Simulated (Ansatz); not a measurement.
A relaxed structure of ZnCu$_{2}$SnS$_{4}$ is spoiled in several ways and relaxed again each time (noise and exchanges are one random draw each; pressure is positive under compression). The numbers are results of r2SCAN (plane waves to 500 eV, PAW, scalar-relativistic; Ansatz, a quantum-chemistry and plane-wave program), not measurements.

Space group I-4 (No. 82); a = b = 5.414 Å, c = 10.823 Å, α = β = γ = 90.00°

| atom | site | symmetry | x | y | z |
|---|---|---|---|---|---|
| Cu | 2a | -4.. | 0.0000 | 0.0000 | 0.0000 |
| Cu | 2c | -4.. | 0.0000 | 0.5000 | 0.2500 |
| Zn | 2d | -4.. | 0.5000 | 0.0000 | 0.2500 |
| Sn | 2b | -4.. | 0.0000 | 0.0000 | 0.5000 |
| S | 8g | 1 | 0.2578 | 0.2644 | 0.3709 |
(The calculation used a cell of 8 atoms; values per cell refer to that cell.)

```csv
change,first pressure (GPa),largest first force (eV/Å),released (eV/atom),moves,outcome,final group,E − E(parent) (eV/atom)
with every coordinate shifted by Gaussian noise of σ = 0.1 Å,1.9,2.37,0.10,5,returns to the parent,I-4,0.000
with one Cu and one Sn atom exchanged in a cell of 8 atoms,3.6,2.30,0.09,4,trapped higher,I-42m,+0.003
shaken by Gaussian noise of σ = 0.08 Å a coordinate,1.4,1.89,0.06,4,returns to the parent,I-4,0.000
```

The exchanged pair stays exchanged: it costs 0.02 eV for the cell of 8 atoms (one exchange in a very small cell, not a dilute defect).

First-step values come from each run's starting, coarser k-mesh (5×5×6, 6×6×6). Each cell has its own k-point mesh; energy differences are given only to the digits this allows. No spin polarisation in the result.
